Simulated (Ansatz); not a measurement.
## Electrostatic potentials at the Br nuclei in Cs3CdBr5

Cell: a Materials Project structure (computed, not necessarily an observed phase) whose atoms were relaxed with PBE, the cell held.

```cif
data_Cs3CdBr5
_symmetry_space_group_name_H-M 'I4/mcm'
_symmetry_Int_Tables_number 140
_cell_length_a 9.6581
_cell_length_b 9.6581
_cell_length_c 15.9712
_cell_angle_alpha 90.000
_cell_angle_beta 90.000
_cell_angle_gamma 90.000
loop_
_atom_site_label
_atom_site_type_symbol
_atom_site_symmetry_multiplicity
_atom_site_Wyckoff_symbol
_atom_site_fract_x
_atom_site_fract_y
_atom_site_fract_z
Cs1 Cs 8 h 0.6572 0.1572 0.0000
Cs5 Cs 4 a 0.0000 0.0000 0.7500
Cd Cd 4 b 0.5000 0.0000 0.2500
Br9 Br 16 l 0.1515 0.6515 0.1505
Br17 Br 4 c 0.0000 0.0000 0.0000
```

One atom of each set is listed; the run and its k-mesh use a cell of 18 atoms with edges of 10.51, 10.51, 10.51 Å.

Method: Kohn–Sham DFT in Ansatz, PBE, plane waves and PAW, scalar-relativistic, 420 eV cutoff, Γ-centred 4×4×4 k-points, Fermi–Dirac smearing 0.02 eV.

The potential at a nucleus is that of all electrons and the other nuclei. A higher potential binds the core electrons more strongly, so differences between sites of one element are the initial-state part of core-level shifts.

(1) Rank the Br sites by the potential at the nucleus, lowest first, and give each against the lowest.
A. Br17: 6 Cs at 3.64–3.99 Å
B. Br9: 1 Cd at 2.61 Å

Answers

(1) A (0.00 V), B (1.27 V).
